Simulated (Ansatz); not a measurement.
CuI:
```cif
data_Cu4I4
_chemical_formula_sum 'Cu4 I4'
_space_group_name_H-M_alt 'P 1'
_space_group_IT_number 1
_cell_length_a 12.35976
_cell_length_b 3.95782
_cell_length_c 3.95805
_cell_angle_alpha 90.000
_cell_angle_beta 90.000
_cell_angle_gamma 90.000
loop_
_space_group_symop_operation_xyz
  'x, y, z'
loop_
_atom_site_label
_atom_site_type_symbol
_atom_site_fract_x
_atom_site_fract_y
_atom_site_fract_z
_atom_site_occupancy
Cu1 Cu 0.25000 0.25000 0.25011 1
Cu2 Cu 0.25000 0.75000 0.75011 1
Cu3 Cu 0.75000 0.75000 0.74989 1
Cu4 Cu 0.75000 0.25000 0.24989 1
I1 I 0.88543 0.25000 0.74988 1
I2 I 0.61457 0.75000 0.24988 1
I3 I 0.11457 0.75000 0.25012 1
I4 I 0.38543 0.25000 0.75012 1
```

Relaxed with LDA.

Task: Which orbitals make up the states near the band edges in DFT-LDA in the program Ansatz with PAW potentials?

Result: Top 1 eV of the valence band: I 5p 49 %, Cu 3d 48 %. Bottom 1 eV of the conduction band: Cu 4s 52 %, I 5p 23 %, I 5s 7 %, outside the projected shells 15 %. Projections are on Löwdin-orthogonalised atomic valence shells; empty p or d shells of many metals are not among them.

Task: Tabulate the density of states.

Result: States/eV per cell of 8 atoms, in 0.25 eV bins, energy from the valence-band maximum.

```
E (eV)  total  Cu 3d   I 5p  Cu 4s
------  -----  -----  -----  -----
-7.85    0.00   0.00   0.00   0.00
-7.60    0.00   0.00   0.00   0.00
-7.35    0.00   0.00   0.00   0.00
-7.10    0.00   0.00   0.00   0.00
-6.85    0.00   0.00   0.00   0.00
-6.60    0.01   0.00   0.00   0.00
-6.35    0.60   0.05   0.40   0.10
-6.10    5.04   0.30   3.36   1.08
-5.85   13.15   1.19   8.15   3.08
-5.60    5.74   0.56   3.67   1.23
-5.35    2.62   0.37   1.83   0.35
-5.10    3.57   0.82   2.42   0.23
-4.85    5.92   1.25   4.13   0.37
-4.60    6.38   1.47   4.37   0.35
-4.35    9.03   2.81   5.69   0.28
-4.10   22.05   8.71  12.56   0.15
-3.85   13.88   5.44   7.99   0.11
-3.60    6.93   2.50   4.16   0.03
-3.35    1.09   0.37   0.68   0.00
-3.10    4.26   4.21   0.02   0.00
-2.85   12.13  11.62   0.39   0.03
-2.60   29.86  28.07   1.08   0.06
-2.35   18.58  17.58   0.66   0.11
-2.10   27.36  26.37   0.73   0.04
-1.85    8.75   7.52   1.06   0.04
-1.60    8.40   6.02   2.06   0.13
-1.35   18.73  13.42   4.68   0.27
-1.10   11.85   7.44   3.98   0.16
-0.85    8.60   4.57   3.75   0.06
-0.60    6.25   2.84   3.26   0.03
-0.35    4.62   1.86   2.68   0.02
-0.10    0.61   0.22   0.38   0.00
0.15     0.00   0.00   0.00   0.00
0.40     0.00   0.00   0.00   0.00
0.65     0.00   0.00   0.00   0.00
0.90     0.00   0.00   0.00   0.00
1.15     0.00   0.00   0.00   0.00
1.40     0.00   0.00   0.00   0.00
1.65     0.02   0.00   0.00   0.01
1.90     0.11   0.00   0.03   0.05
2.15     0.60   0.01   0.15   0.33
2.40     2.41   0.06   0.54   1.21
2.65     5.12   0.13   1.06   2.20
2.90     7.14   0.17   1.42   2.80
3.15     6.14   0.13   1.26   2.55
3.40     6.56   0.15   1.27   2.85
3.65     6.92   0.14   1.31   2.83
3.90     3.47   0.06   0.48   0.89
4.15     5.19   0.08   0.64   1.01
4.40     5.82   0.08   0.51   0.61
4.65     3.71   0.04   0.20   0.23
4.90     2.91   0.03   0.12   0.11
5.15     4.94   0.04   0.15   0.11
5.40     5.82   0.04   0.16   0.11
5.65     4.35   0.03   0.11   0.07
5.90     5.29   0.03   0.11   0.09
6.15     5.29   0.03   0.09   0.10
```

Space group P4/nmm. The cell is a constructed one: a structure type filled with these elements; the Crystallography Open Database copy checked does not list it. It is not the phase usual at ambient conditions (space group No. 216). The LDA relaxation kept the symmetry of its start; phonons show weakly imaginary modes. No spin polarisation was allowed. A crystal of weakly bound layers computed without a dispersion correction: the cell and the soft elastic constants depend strongly on that. Spin–orbit coupling is left out wherever it is not named.

Potentials: the earlier of the program's two PAW sets. The files were generated under PBE; for other functionals the program regenerates the frozen cores, and for LDA and PBEsol the local potential too.
